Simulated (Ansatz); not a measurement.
MnTlF3: settings compared (Ansatz)

input.yaml:

```yaml
crystal:
  lattice:
    - [4.28322829, 0.0, 0.0]
    - [0.0, 4.28322829, 0.0]
    - [0.0, 0.0, 4.28322829]
  atoms:
    - { symbol: Mn, position: [0.0, 0.0, 0.0], spin: 4.2 }
    - { symbol: F, position: [0.5, 0.0, 0.0] }
    - { symbol: F, position: [0.0, 0.5, 0.0] }
    - { symbol: F, position: [0.0, 0.0, 0.5] }
    - { symbol: Tl, position: [0.5, 0.5, 0.5] }
kpoints:
  mp_grid: { grid: [4, 4, 4], shift: [0, 0, 0] }
magnetization:
  spin_polarized: true
scf:
  occupations: { method: fermi_dirac }
hamiltonian:
  pseudopotentials: { kind: paw }
  xc: lda
basis:
  ecutwfc: 420
output:
  forces: true
  stress: true
  eigenvalues: true
```

Run with:

```bash
ansatz run input.yaml --threads 1 --pin off --max-ram 2560MiB --backend cpu --events-out ev --progress --plain --runs-dir out
```

Origin of the cell: a known structure type with other elements, at an estimated volume, so it need not be a known compound.

The smearing width isn't typed, so it takes its default of 0.1 eV.

Output of this run (shortened):

```
Pseudopotentials: kind: paw
Pseudopotential: Mn, paw, valence charge 15, recommended cutoff 420 eV (normal), Mn.paw.azcp
Pseudopotential: F, paw, valence charge 7, recommended cutoff 420 eV (normal), F.paw.azcp
Pseudopotential: Tl, paw, valence charge 13, recommended cutoff 420 eV (normal), Tl.paw.azcp
Functional definition: SPW92
  exchange = slater_x
  correlation = pw_c
Crystal: 5 atoms, lattice volume = 78.580 Å³
Basis set: ecut = 420 eV, 1551 PW (Γ)
Bands: 32, of which v1, the nominal top of the filled ones, is band 25 counted from 1 (24 counted from 0)
Symmetry: 48 space group operations
Space group: Pm-3m (ITA 221), of the structure as read, at distance tolerance 4.3e-5 Å
Magnetic group: BNS 221.92 (UNI 1594), of the structure as read, at distance tolerance 4.3e-5 Å
k-points: 10 of 64
[… 10 lines left out …]
Initial density: superposition of atomic densities (chi_scale 0.1, normalization cell, long waves kept (reshape's long-wave potential 0.07 eV rms))
Starting moments: Σ|m| = 4.2 μB on 1 of 5 sites
Functional: x = slater, c = lda
SCF iter   1: F=—  HF=-17379.525139 eV  Δρ=1.62e-1  dr2=6.54e1  dr2_m=1.83e-1  M=4.182 μB ∫|m|=4.182 μB
SCF iter   2: F=—  HF=-17371.949048 eV  Δρ=5.92e-2  dr2=4.68e0  dr2_m=9.34e-1  M=4.991 μB ∫|m|=4.992 μB  defer=13
SCF iter   3: F=—  HF=-17370.888134 eV  Δρ=3.27e-2  dr2=1.35e0  dr2_m=3.36e-1  M=4.999 μB ∫|m|=5.000 μB  defer=9
SCF iter   4: F=—  HF=-17370.347101 eV  Δρ=7.87e-3  dr2=9.26e-2  dr2_m=2.58e-3  M=4.997 μB ∫|m|=4.999 μB  defer=10
SCF iter   5: F=—  HF=-17370.352375 eV  Δρ=4.09e-3  dr2=2.13e-2  dr2_m=2.66e-3  M=4.998 μB ∫|m|=5.000 μB  defer=5
SCF iter   6: F=—  HF=-17370.348611 eV  Δρ=1.46e-3  dr2=5.41e-3  dr2_m=8.21e-5  M=4.997 μB ∫|m|=4.998 μB  defer=5
SCF iter   7: F=—  HF=-17370.347273 eV  Δρ=6.30e-4  dr2=4.25e-4  dr2_m=2.12e-4  M=4.998 μB ∫|m|=4.999 μB  defer=6
SCF iter   8: F=—  HF=-17370.347152 eV  Δρ=1.43e-4  dr2=3.01e-5  dr2_m=9.62e-6  M=4.998 μB ∫|m|=4.999 μB  defer=6
SCF iter   9: F=—  HF=-17370.347142 eV  Δρ=4.31e-5  dr2=3.36e-6  dr2_m=2.96e-7  M=4.998 μB ∫|m|=5.000 μB  defer=6
SCF iter  10: F=—  HF=-17370.347141 eV  Δρ=9.48e-6  dr2=7.36e-8  dr2_m=1.43e-8  M=4.998 μB ∫|m|=5.000 μB  defer=6
SCF iter  11: F=-17370.347141 eV  HF=-17370.347141 eV  Δρ=8.80e-7  dr2=2.14e-9  dr2_m=3.89e-11  M=4.998 μB ∫|m|=5.000 μB
SCF 1 converged in 11 iterations: F = -17370.347141 eV  dr2 = 2.14e-9
the search or the solves at the SCF's close seem to have found levels that the self-consistency loop had missed (the run counts 1). By its estimate they hold under 1e-12 electrons; where the […]
SCF converged after 11 iterations
Magnetization: 4.9979 μB (26.9990 up, 22.0010 down)
Absolute magnetization: 4.9992 μB (∫|ρ↑−ρ↓|, with the PAW one-centre terms)
Spin contamination: 0.0039 ħ² per cell (⟨S²⟩ above its minimum at these occupations)
Per-site moments (μB) at R_I (Å): [(4.177150, 0.883416), (0.077884, 0.883416), (0.077884, 0.883416), (0.077884, 0.883416), (0.000440, 1.249339)]
Free energy (F): -17370.347141 eV
Harris-Foulkes:  -17370.347141 eV  (|F-HF|=9.82e-11)
Internal energy: -17370.345901 eV  (E = F + TS)
E sigma→0 (E₀):  -17370.346521 eV
Entropy (-TS):   -0.001240 eV (-0.248 meV/atom)
Fermi energy:    8.057753 eV
--- Per-component energies (eV) ---
  E_band       = -443.281857
  E_kinetic    = 1240.781651
  E_local      = -5157.296140  (includes V_loc(G=0)·N_el)
  E_nonlocal   = 808.884943
  E_hartree    = 2015.343556
  E_xc         = -570.385086
  E_vxc        = -583.944950  (∫ρ·V_xc dr)
  E_paw        = -11678.243968  (= ΣΔE_a)
  E_vpaw       = -782.403402  (= ΣTr[D̂ρ^β])
  E_aug_tail   = 0.006027  (compensation charges beyond the density's cutoff)
  E_ewald      = -4030.019031
  E_core_change = 0.582147  (= ΣΔE_core)
  E_smearing   = -0.001240  (= −TS)
[… 3 lines left out …]
  atom   1  Mn    -0.000000     0.000000     0.000000
  atom   2  F      0.000000    -0.000000     0.000000
  atom   3  F      0.000000     0.000000     0.000000
  atom   4  F      0.000000     0.000000     0.000000
  atom   5  Tl     0.000000    -0.000000    -0.000000
  max |Σ_I F_I| component: 0.0 eV/Å
--- Stress (GPa, compression-positive) ---
       -6.928747       0.000000       0.000000
       -0.000000      -6.928747       0.000000
        0.000000       0.000000      -6.928747
  P = ⅓ Tr σ = -6.9287 GPa (-69.287 kbar)
```

The same input was run again with these changes:

1. `hamiltonian.pseudopotentials` { kind: paw } → { kind: paw, source: jth }; `scf.occupations.width` default → 0.001
2. `hamiltonian.hubbard` default → { sites: [{ species: Mn, l: d, u_eff: 1.0 }], double_counting: fll }; `scf.mixing.algorithm` default → anderson; `scf.mixing.beta` default → 0.3; `kpoints.mp_grid.grid` [4, 4, 4] → [3, 3, 3]
3. `scf.eigensolver.kind` default → davidson; `basis.precision` default → f64
4. `scf.convergence.dr2_threshold` default → 0.0001

| run | end | SCF iterations | P (GPa) | max force component (eV/Å) | gap on mesh (eV) | moment (μB) | ΔE(σ→0) (meV/atom) |
| --- | --- | --- | --- | --- | --- | --- | --- |
| base | converged | 11 | -6.93 | 0.000 | 0.89 | 5.00 | 0 |
| 1 | converged | 10 | -6.73 | 0.000 | 0.85 | 5.00 | – |
| 2 | converged | 19 | -6.60 | 0.000 | 2.52 | 5.00 | – |
| 3 | converged | 11 | -6.93 | 0.000 | 0.89 | 5.00 | 0.00 |
| 4 | converged | 9 | -6.93 | 0.000 | 0.89 | 5.00 | 0.00 |

Energies are compared only where functional, datasets, charge and starting cell are the same.

Not properties of the system: run 2 (too coarse or loose: `kpoints.mp_grid.grid` = [3, 3, 3]).

Caveats of the base run: no spin-orbit coupling, though heavy elements are present; one start, so the magnetic state may not be the lowest.

Run 1: the cutoff lies below the datasets' advice.
Run 4: the SCF threshold is loose for forces; the printed levels are not confirmed.

Time of the base run: 2.6 s on 1 thread of Intel(R) Xeon(R) 6975P-C (Granite Rapids), with other jobs on the host, peak memory 0.42 GiB, from the program's own first density.
